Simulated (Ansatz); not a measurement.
All numbers below come from DFT PBE, scalar-relativistic, plane waves, PAW in Ansatz 0.2.0. All cells share a 420 eV cutoff and Γ-centred k meshes spaced at most about 0.3 Å⁻¹ (about 0.25 or finer for metals, 2π included). No spin polarisation in the final relaxations.

Temperature and zero-point effects are left out.

Two relaxed structures of SnCl₃:

A.

```cif
data_structure
_symmetry_space_group_name_H-M 'P4/mmm'
_symmetry_Int_Tables_number 123
_cell_length_a 3.4918
_cell_length_b 3.4918
_cell_length_c 9.8347
_cell_angle_alpha 90.000
_cell_angle_beta 90.000
_cell_angle_gamma 90.000
_cell_volume 119.91
loop_
_atom_site_label
_atom_site_type_symbol
_atom_site_symmetry_multiplicity
_atom_site_Wyckoff_symbol
_atom_site_fract_x
_atom_site_fract_y
_atom_site_fract_z
_atom_site_occupancy
Sn1 Sn 1 a 0.00000 0.00000 0.00000 1
Cl1 Cl 2 h 0.50000 0.50000 0.83224 1
Cl2 Cl 1 b 0.00000 0.00000 0.50000 1
```

B.

```cif
data_structure
_symmetry_space_group_name_H-M 'I4/mmm'
_symmetry_Int_Tables_number 139
_cell_length_a 4.2224
_cell_length_b 4.2224
_cell_length_c 10.5769
_cell_angle_alpha 90.000
_cell_angle_beta 90.000
_cell_angle_gamma 90.000
_cell_volume 188.57
loop_
_atom_site_label
_atom_site_type_symbol
_atom_site_symmetry_multiplicity
_atom_site_Wyckoff_symbol
_atom_site_fract_x
_atom_site_fract_y
_atom_site_fract_z
_atom_site_occupancy
Sn1 Sn 2 b 0.50000 0.50000 0.00000 1
Cl1 Cl 2 a 0.00000 0.00000 0.00000 1
Cl2 Cl 4 d 0.00000 0.50000 0.25000 1
```

Problem. Which form is favoured at zero pressure, and by what margin per atom?

Solution. B is lower, by 31 meV/atom. A has space group P4/mmm (No. 123), 30.0 Å³/atom and no gap on its mesh; B has space group I4/mmm (No. 139), 23.6 Å³/atom and no gap. Counting Cl atoms around Sn (those within 1.25 times the shortest such distance or 1.15 times the sum of covalent radii; a plus sign parts nearer from farther groups; the shortest distance is added where it is long for a bond), A has Sn 8 from 3.0 Å and B has Sn 4+8 from 3.0 Å. In A, around Sn lie 8 Cl at 2.97 Å and 4 Sn at 3.49 Å; Cl on a site of symmetry 4mm has 4 Sn at 2.97 Å, 5 Cl at 3.30–3.49 Å and 4 Cl at 4.10 Å; Cl on a site of symmetry 4/mmm is surrounded by 4 Cl at 3.49 Å and 8 Cl at 4.10 Å (long contacts). In B, Sn has 4 Cl at 2.99 Å and 8 Cl at 3.38 Å; Cl on a site of symmetry 4/mmm is surrounded by 4 Sn at 2.99 Å and 8 Cl at 3.38 Å; Cl on a site of symmetry -4m2 is surrounded by 4 Cl at 2.99 Å, 4 Cl at 3.38 Å and 4 Sn at 3.38 Å (long contacts). Both come from invented guesses. A third cell relaxed alike, in Pm-3m, lies 0.48 eV/atom below the lower of the two.

Weakly bound directions are ill-defined at this level, which has no dispersion term (P4/mmm, I4/mmm), and this can change margins and order among such cells. In P4/mmm, I4/mmm an odd number of electrons in the primitive cell allows no gap without spin; a larger cell or a magnetic state could open one. A magnetic state wasn't ruled out in cells without spin, among them P4/mmm, I4/mmm. Cells relaxed within their symmetry can be saddle points.
